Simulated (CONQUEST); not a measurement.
Input and output of a self-consistent single point for TiO2 (Pnnm, 6 atoms in the cell; from Materials Project mp-2657, changed as shown) (CONQUEST).

All values come from this method and carry its errors: LDA (PW92), numerical atomic orbitals double-zeta with polarisation (the shipped basis), PseudoDojo norm-conserving potentials made for LDA (CONQUEST 1.3).

The change in words: lattice vector a scaled by 1.01. Reference geometry (P4_2/mnm):
```
TiO2
1.0
    4.59064     0.00000     0.00000
    0.00000     4.59064     0.00000
    0.00000     0.00000     2.95329
Ti O
2 4
Cartesian
  2.29532   2.29532   0.00000
  0.00000   0.00000   1.47665
  3.19362   3.19362   1.47665
  1.39702   1.39702   1.47665
  3.69234   0.89830   0.00000
  0.89830   3.69234   0.00000
```

Reference input (self-consistent single point, DFT, LDA (PW92), numerical atomic orbitals double-zeta with polarisation (the shipped basis), PseudoDojo norm-conserving potentials made for LDA): basis = DZP; Diag.MPMeshX, Y, Z = 4 4 6; potentials = PseudoDojo norm-conserving LDA; Grid.GridCutoff = 175 Ha; DM.SolutionMethod = diagon; Diag.kT = 0.000367 Ha; Diag.GammaCentred = true; minE.SCTolerance = 1.0e-06; SC.MaxIters = 100; SC.LinearMixingFactor = 0.5; AtomMove.TypeOfRun = static. This run's input differs from it in these lines:

```diff
@@ -28,3 +28,3 @@
 # file: coords.dat
-     8.675052337      0.000000000      0.000000000
+     8.761802104      0.000000000      0.000000000
      0.000000000      8.675052337      0.000000000
```

Log, with long lists cut:

```
    new_SC_potl: Starting.  Tolerance:  0.10000E-05

    PulayMixSC: Starting Pulay mixing, A_up =  0.500 A_dn =  0.500
    PulayMixSC: Spin non-polarised calculation.
          Harris-Foulkes Energy            :      -185.331208459671529 Ha
          (TS=0 as O(N) or entropic contribution is negligible)
          DFT Total Energy                 :      -184.323546108471817 Ha
          Total number of electrons        :        47.999999999996703
    PulayMixSC: Pulay iteration     1 residual:              0.97347E-02
          Harris-Foulkes Energy            :      -185.460831210850699 Ha
   [... lines left out ...]
          (TS=0 as O(N) or entropic contribution is negligible)
          DFT Total Energy                 :      -185.038903798489969 Ha
          Total number of electrons        :        48.000016146669928
    PulayMixSC: Pulay iteration     8 residual:              0.19362E-05
          Harris-Foulkes Energy            :      -185.038903825032634 Ha
          (TS=0 as O(N) or entropic contribution is negligible)
          DFT Total Energy                 :      -185.038903815932656 Ha
          Total number of electrons        :        48.000016152116714
    PulayMixSC: Pulay iteration     9 residual:              0.87270E-06
    PulayMixSC: Reached SCF tolerance of  0.87270E-06 after      9 iterations
      | Number of electrons      =        48.000016
      |* band energy as 2Tr[K.H] =       -45.865566498585736 Ha
      |  screened ion-ion energy =      -143.403939853899800 Ha
      |  Ha correction           =         0.024958759203470 Ha
      |  XC correction           =         4.205588082254628 Ha
      |* Harris-Foulkes energy   =      -185.038903825032634 Ha
      |* DFT total energy        =      -185.038903815932656 Ha
      |  estimated accuracy      =        -0.000000009099978 Ha

    force: Forces on atoms (Ha/a0)
    force:  Atom   X              Y              Z
    force:     1  -0.0000000000   0.0000000000  -0.0000000000
    force:     2   0.0000000000  -0.0000000000   0.0000000000
   [... lines left out ...]
    force:     6  -0.0022508434   0.0017464027  -0.0000000000

    force: Maximum force :        0.00225084(Ha/a0) on atom         5 in x direction
    force: Force Residual:        0.00232612 Ha/a0
    force: Total stress:          7.96064991     6.52835629     7.54753994 GPa
    force: Average pressure:     -7.34551538 GPa

    force: Finished force
    get_E_and_F: Change in energy during last step of electronic optimisation:  0.56807E-08
```

The run converged in 9 iterations. CONQUEST prints the stress tensor with tension positive. Against the reference run the free energy rises by 4.0 meV/atom, the pressure goes from -5.08 to -7.35 GPa, the largest force goes from 0.122 to 0.146 eV/Å and the gap on the mesh goes from 1.675 to 1.661 eV.

The program uses no crystal symmetry, so grid and mesh can part values that symmetry would make equal. The atom-centred basis is finite, which shifts total energies, pressures, gaps and forces against plane waves. The structure comes from a collection of computed structures, made at another level of theory; the collection holds predicted forms beside known ones. Its lattice was then scaled.

Cost on one core: very roughly 70 core-seconds.
